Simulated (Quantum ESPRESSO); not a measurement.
Ta5HfWAu, input and log of a self-consistent run

Computed values, not a measurement. The program is pw.x of Quantum ESPRESSO 7.5 (plane-wave density functional theory). The cell is made up: eight metal atoms on a face-centred cubic lattice, with elements, volume, strain and displacements drawn at random and not relaxed, so it may be unstable or far from any real phase. PseudoDojo standard norm-conserving files set the functional (PBE unless stated); there is no spin polarisation or spin-orbit coupling, the Fermi-Dirac width of 0.25 eV means electrons at about 2900 K, and the masses in the input are unused placeholders. Heavy elements are run without spin-orbit coupling, which real alloys of them have. A spin test at this wide smearing found no moment, but such smearing suppresses magnetism that the real alloy may have.

Input:

```
&control calculation='scf', pseudo_dir='./dojo.nc.sr.pbe.v0_5.standard.upf', outdir='./o', disk_io='minimal', tprnfor=.true., tstress=.true. /
&system ibrav=0, nat=8, ntyp=4, nbnd=72, ecutwfc=75.99759826, nosym=.true., tot_charge=0,
 occupations='smearing', smearing='fd', degauss=0.0183746611
/
&electrons conv_thr=1.470e-08, electron_maxstep=70, mixing_beta=0.5 /
ATOMIC_SPECIES
Au 1.0 Au.upf
Hf 1.0 Hf.upf
Ta 1.0 Ta.upf
W 1.0 W.upf
CELL_PARAMETERS angstrom
0.0313 -2.0813 -2.0066
-6.0239 -1.9736 -0.0137
-2.0978 4.1758 -6.0017
ATOMIC_POSITIONS angstrom
Ta 0.1075 0.0899 0.0103
Ta -2.0654 2.0107 -4.1385
Ta -2.226 0.0528 -2.0402
Ta -4.2196 2.0377 -5.7884
Hf -4.0353 0.2455 -3.8208
W -4.0105 -2.156 -2.1151
Ta -6.085 0.043 -6.0752
Au -5.9872 -1.9283 -3.9223
K_POINTS automatic
8 4 3 1 1 1
```

The log is shortened where brackets say so; the opening notice, blank lines, dates and the lines on written files are dropped, and the path of the files is cut. It prints rydbergs, bohrs and kilobars, and counts compression as positive stress. Its total energy is the free energy E - TS of the whole cell.

```
     Program PWSCF v.7.5
     Parallel version (MPI & OpenMP), running on       4 processor cores
     Number of MPI processes:                 4
     Threads/MPI process:                     1
     [start-up lines left out]
     bravais-lattice index     =            0
     lattice parameter (alat)  =       5.4636  a.u.
     unit-cell volume          =     906.5866 (a.u.)^3
     number of atoms/cell      =            8
     number of atomic types    =            4
     number of electrons       =       110.00
     number of Kohn-Sham states=           72
     kinetic-energy cutoff     =      75.9976  Ry
     charge density cutoff     =     303.9904  Ry
     scf convergence threshold =      1.5E-08
     mixing beta               =       0.5000
     number of iterations used =            8  plain     mixing
     Exchange-correlation= PBE
                           (   1   4   3   4   0   0   0)
     [axes and pseudopotential details left out]
   Cartesian axes
     site n.     atom                  positions (alat units)
         1        Ta     tau(   1) = (   0.0371814   0.0310940   0.0035625  )
         2        Ta     tau(   2) = (  -0.7143663   0.6954470  -1.4313958  )
         3        Ta     tau(   3) = (  -0.7699135   0.0182621  -0.7056503  )
         4        Ta     tau(   4) = (  -1.4594461   0.7047856  -2.0020519  )
         5        Hf     tau(   5) = (  -1.3957017   0.0849118  -1.3215119  )
         6        W      tau(   6) = (  -1.3871241  -0.7457024  -0.7315562  )
         7        Ta     tau(   7) = (  -2.1046378   0.0148725  -2.1012483  )
         8        Au     tau(   8) = (  -2.0708114  -0.6669471  -1.3566181  )
     number of k points=    48  Fermi-Dirac smearing, width (Ry)=  0.0184
                       cart. coord. in units 2pi/alat
        k(    1) = (  -0.0542385  -0.0170623  -0.0732025), wk =   0.0416667
        k(    2) = (   0.0021721  -0.1904958   0.1075675), wk =   0.0416667
     [further k points left out]
     Dense  grid:    81131 G-vectors     FFT dimensions: (  32,  72,  80)
     Estimated max dynamical RAM per process >     296.45 MB
     Estimated total dynamical RAM >       1.10 GB
     Initial potential from superposition of free atoms
     starting charge     109.9929, renormalised to     110.0000
     Starting wfcs are   80 randomized atomic wfcs
     total cpu time spent up to now is        5.6 secs
     per-process dynamical memory:   233.2 Mb
     Self-consistent Calculation
     iteration #  1     ecut=    76.00 Ry     beta= 0.50
     Davidson diagonalization with overlap
     ethr =  1.00E-02,  avg # of iterations =  2.5
     total cpu time spent up to now is       17.7 secs
     total energy              =   -1208.86513116 Ry
     estimated scf accuracy    <       4.60930635 Ry
     iteration #  2     ecut=    76.00 Ry     beta= 0.50
     Davidson diagonalization with overlap
     ethr =  4.19E-03,  avg # of iterations =  3.0
     total cpu time spent up to now is       31.3 secs
     total energy              =   -1207.90900448 Ry
     estimated scf accuracy    <      39.65444095 Ry
     iteration #  3     ecut=    76.00 Ry     beta= 0.50
     Davidson diagonalization with overlap
     ethr =  4.19E-03,  avg # of iterations =  4.1
     total cpu time spent up to now is       44.4 secs
     total energy              =   -1210.86377038 Ry
     estimated scf accuracy    <      11.72307260 Ry
     iteration #  4     ecut=    76.00 Ry     beta= 0.50
     Davidson diagonalization with overlap
     ethr =  4.19E-03,  avg # of iterations =  2.0
     total cpu time spent up to now is       55.0 secs
     total energy              =   -1211.64353593 Ry
     estimated scf accuracy    <       1.36941893 Ry
     iteration #  5     ecut=    76.00 Ry     beta= 0.50
     Davidson diagonalization with overlap
     ethr =  1.24E-03,  avg # of iterations =  1.4
     total cpu time spent up to now is       66.4 secs
     total energy              =   -1211.71616549 Ry
     estimated scf accuracy    <       0.38306136 Ry
     [iterations 6 to 15 left out]
     iteration # 16     ecut=    76.00 Ry     beta= 0.50
     Davidson diagonalization with overlap
     ethr =  2.64E-09,  avg # of iterations =  2.9
     total cpu time spent up to now is      207.5 secs
     total energy              =   -1211.72065958 Ry
     estimated scf accuracy    <       0.00000144 Ry
     iteration # 17     ecut=    76.00 Ry     beta= 0.50
     Davidson diagonalization with overlap
     ethr =  1.31E-09,  avg # of iterations =  1.9
     total cpu time spent up to now is      220.7 secs
     total energy              =   -1211.72065971 Ry
     estimated scf accuracy    <       0.00000004 Ry
     iteration # 18     ecut=    76.00 Ry     beta= 0.50
     Davidson diagonalization with overlap
     ethr =  3.95E-11,  avg # of iterations =  5.2
     total cpu time spent up to now is      237.6 secs
     total energy              =   -1211.72065972 Ry
     estimated scf accuracy    <       0.00000007 Ry
     iteration # 19     ecut=    76.00 Ry     beta= 0.50
     Davidson diagonalization with overlap
     ethr =  3.95E-11,  avg # of iterations =  2.0
     total cpu time spent up to now is      251.6 secs
     total energy              =   -1211.72065972 Ry
     estimated scf accuracy    <       0.00000003 Ry
     iteration # 20     ecut=    76.00 Ry     beta= 0.50
     Davidson diagonalization with overlap
     ethr =  2.43E-11,  avg # of iterations =  1.4
     total cpu time spent up to now is      264.3 secs
     End of self-consistent calculation
     [lines on levels left out]
!    total energy              =   -1211.72065972 Ry
     estimated scf accuracy    <          9.5E-09 Ry
     smearing contrib. (-TS)   =      -0.12065998 Ry
     internal energy E=F+TS    =   -1211.59999974 Ry
     The total energy is F=E-TS. E is the sum of the following terms:
     one-electron contribution =    -213.44293008 Ry
     hartree contribution      =     167.54318194 Ry
     xc contribution           =    -262.73883395 Ry
     ewald contribution        =    -902.96141766 Ry
     convergence has been achieved in  20 iterations
     Forces acting on atoms (cartesian axes, Ry/au):
     atom    1 type  3   force =    -0.09452263   -0.02396516   -0.00218945
     atom    2 type  3   force =     0.08499751    0.03114568    0.02264246
     atom    3 type  3   force =     0.13391179   -0.03670634    0.07129446
     atom    4 type  3   force =     0.05419018    0.08101560   -0.13988968
     atom    5 type  2   force =    -0.07400593   -0.07831136   -0.00173219
     atom    6 type  4   force =     0.00555398    0.04985567    0.00915425
     atom    7 type  3   force =    -0.05300904   -0.01527693    0.05597659
     atom    8 type  1   force =    -0.05711586   -0.00775715   -0.01525644
     Total force =     0.309188     Total SCF correction =     0.000568
     Computing stress (Cartesian axis) and pressure
          total   stress  (Ry/bohr**3)                   (kbar)     P=      287.12
   0.00212397   0.00000528   0.00019735          312.45        0.78       29.03
   0.00000528   0.00185309  -0.00020280            0.78      272.60      -29.83
   0.00019735  -0.00020280   0.00187843           29.03      -29.83      276.33
     init_run     :      5.31s CPU      5.46s WALL (       1 calls)
     electrons    :    254.68s CPU    258.76s WALL (       1 calls)
     forces       :      2.13s CPU      2.14s WALL (       1 calls)
     stress       :      7.47s CPU      7.61s WALL (       1 calls)
     [timing details left out]
     PWSCF        :   4m29.70s CPU   4m34.15s WALL
     JOB DONE.
```

In other units: free energy -16486.299 eV for the cell, pressure 28.71 GPa, largest force component 3.597 eV/Å in size. The run took 276 s of wall time with four MPI processes on a shared machine (Intel Xeon, 2023 or later, virtual cores), so the time is rough. A rerun of this cell at a higher cutoff and on a denser mesh moved values by no more than 0.005 eV in energy, 0.04 GPa in stress and 0.013 eV/Å in force, and a second program with other atomic files agreed on that cell to 2 % rms in force and 0.5 GPa in pressure.